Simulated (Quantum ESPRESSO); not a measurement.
# Planted mistakes on one cell of NbHf2F3O5

The results below are calculated, not measured. They come from pw.x of Quantum ESPRESSO 7.5, a plane-wave density functional program, with PseudoDojo standard norm-conserving files (v0.5 for PBE, v0.4.1 for LDA and PBEsol). The cells are made up: elements, strain and atom displacements were drawn at random, and nothing was relaxed. There is no spin polarisation, spin-orbit coupling or dispersion term.

The hafnium file is less sure than the others, with forces about 3 percent (worst 6) and pressure in oxides about 1.5 GPa (worst 2.7) from a second method in checks, which no rerun with the same files tests.

The cell has 12 sites of a fluorite lattice. Sites 1 to 4 hold Nb Hf Hf empty; sites 5 to 12 hold F F O O O F O O. Cell vectors in Å: (5.023, 0.000, 0.000); (0.000, 5.023, 0.000); (0.000, 0.000, 5.023). Settings: PBE, cutoff 1143 eV, 4 x 4 x 4 k mesh shifted by half a step, Fermi-Dirac smearing of 0.025 eV.

The intended run has a self-consistency threshold of 1e-07 eV, a smearing term of 0.000 eV, a pressure of -4.20 GPa and 17 iterations. Each further run changes one thing: atoms of sites 9 and 10 exchanged; k mesh 2 x 2 x 2; one electron added; smearing 0.79 eV; threshold 0.2 eV. A coarse mesh keeps the shift, and a charged cell sits in a uniform background.

| run | change of free energy (eV) | smearing term -TS (eV) | change of P (GPa) | largest change of a force component (eV/Å) | iterations |
| --- | --- | --- | --- | --- | --- |
| A | -1.999 | -5.117 | 4.95 | 3.071 | 17 |
| B | 0.364 | 0.000 | 0.18 | 4.925 | 17 |
| C | -0.210 | 0.000 | -0.43 | 0.172 | 17 |
| D | 11.827 | -0.024 | 22.79 | 1.882 | 17 |
| E | 0.140 | 0.000 | -5.13 | 0.314 | 6 |

A rerun of the intended cell at 1467 eV and k mesh 6 x 6 x 6 moved values by no more than 0.002 eV in the cell's energy, 0.05 GPa in stress and 0.010 eV/Å in force.

Question: which change belongs to which run?

## Worked reading

Run E has the fewest iterations, as a run stopped early does. Run A has the largest smearing term, as wide smearing gives. Energies from files of another functional, or of a charged cell, have another zero and say nothing on stability; the pressure of a charged cell rests on the program's zero of potential too.

## Key

```
run                             change
  A                   smearing 0.79 eV
  B  atoms of sites 9 and 10 exchanged
  C                   k mesh 2 x 2 x 2
  D                 one electron added
  E                   threshold 0.2 eV
```